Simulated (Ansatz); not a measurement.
Independent-particle absorption of InP (F-43m, a = 5.907 Å, b = 5.907 Å, c = 5.907 Å, α = 90.00°, β = 90.00°, γ = 90.00°), no local fields or excitons, 0.1 eV broadening. Computed with DFT r2SCAN, scalar-relativistic, plane waves, PAW (Ansatz).

Plane waves to 500 eV, a k mesh through Γ of 8×8×8 on the computed 2-atom cell and Gaussian smearing (0.02 eV); no spin polarisation. The spectrum is summed on a 12×12×12 mesh.

```xyz
2
Lattice="0.0000 2.9536 2.9536 2.9536 0.0000 2.9536 2.9536 2.9536 0.0000" Properties=species:S:1:pos:R:3 pbc="T T T"
In    0.0000    0.0000    0.0000
P     1.4768    1.4768    1.4768
```

```
photon energy (eV)  ε2,xx
               0.0   0.00
               0.4   0.00
               0.8   0.00
               1.2   0.88
               1.6   1.46
               2.0   2.00
               2.4   3.16
               2.8  10.56
               3.2   9.50
               3.6   8.17
               4.0   8.12
               4.4  20.90
               4.8  17.11
               5.2  11.30
               5.6   8.25
               6.0  11.66
               6.4   7.27
               6.8   5.20
               7.2   3.96
               7.6   3.21
               8.0   2.78
               8.4   2.14
               8.8   2.08
               9.2   1.59
               9.6   1.34
              10.0   1.32
              10.4   1.14
              10.8   0.87
              11.2   0.68
              11.6   0.60
              12.0   0.53
              12.4   0.46
              12.8   0.47
              13.2   0.45
              13.6   0.38
              14.0   0.29
```

The strongest peak lies near 4.6 eV. ε∞ (xx, yy, zz) = 9.8, 9.8, 9.8.

Cost: 1 run of about 0.86 core-minutes, on Intel Xeon Platinum 8259CL (Skylake/Cascade Lake) (shared hosts).